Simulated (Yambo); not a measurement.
Material: RbCl (space group P4/mmm, No. 123) under biaxial strain of -2 % along x and y, z relaxed; a = 3.808 Å, b = 3.808 Å, c = 3.918 Å, α = 90.00°, β = 90.00°, γ = 90.00° (2 atoms in the cell). The PBEsol cell relaxed from Materials Project entry mp-23299 was given a biaxial strain of -2 % along x and y, z relaxed, and the atoms were relaxed again.

With PBEsol (Quantum ESPRESSO, PseudoDojo norm-conserving, 58 Ry, scalar-relativistic), the gap between the mesh's edge points (R → Γ) is 5.037 eV.

Q: By how much does one-shot G0W0 (Yambo; 4×4×4 Γ-centred k mesh, 135 bands and a 10 Ry block in the screening, 135 bands in G with the Bruneval-Gonze terminator, plasmon pole fitted at 27.2 eV) open this gap, and what gap results?

A: The correction is 2.897 eV, giving 7.934 eV, 1.6 times the PBEsol value.  Convergence of the G0W0 settings was not tested. 

This is not the ordinary phase of the substance.
